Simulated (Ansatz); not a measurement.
This run works on a generated trial structure, not on a known crystal.

Input and command of a plane-wave DFT calculation in Ansatz:

```yaml
crystal:
  lattice:
    - [2.8054549886, 0.0, 0.0]
    - [-1.4027274943, 2.4295952893, 0.0]
    - [0.0, 0.0, 7.7569166795]
  atoms:
    - { symbol: In, position: [0.0, 0.0, 0.0] }
    - { symbol: Fe, position: [0.3333333333, 0.6666666667, 0.3691562181], spin: 2.17 }
    - { symbol: Fe, position: [0.6666666667, 0.3333333333, 0.6308437819], spin: 2.17 }
    - { symbol: H, position: [0.3333333333, 0.6666666667, 0.7145098344] }
    - { symbol: H, position: [0.6666666667, 0.3333333333, 0.2854901656] }
    - { symbol: H, position: [0.0, 0.0, 0.5] }
basis:
  ecutwfc: 420
kpoints:
  mp_grid: { grid: [12, 12, 4] }
hamiltonian:
  xc: pbe
scf:
  occupations: { method: gaussian, width: 0.1 }
output:
  forces: true
  stress: true
  eigenvalues: true
  populations: true
magnetization:
  spin_polarized: true
relax:
  adjacent_minimum: "off"
  f_tol: 0.01
  max_steps: 30
  cell: { stress_tol: 0.1, fix: [volume] }
```

```bash
ansatz run input.yaml --threads 1 --pin off --max-ram 2560MiB --backend cpu --events-out ev --progress --plain --runs-dir out
```

Processor: Arm Neoverse V1, 1 thread, on a host shared with other jobs.

Task: Estimate time, memory and problem size.

Result: About 110 s, peak memory 0.48 GiB. It solves 33 bands at 69 k points (after reduction by symmetry) with about 1045 plane waves, in 58 SCF iterations over 6 ionic steps.
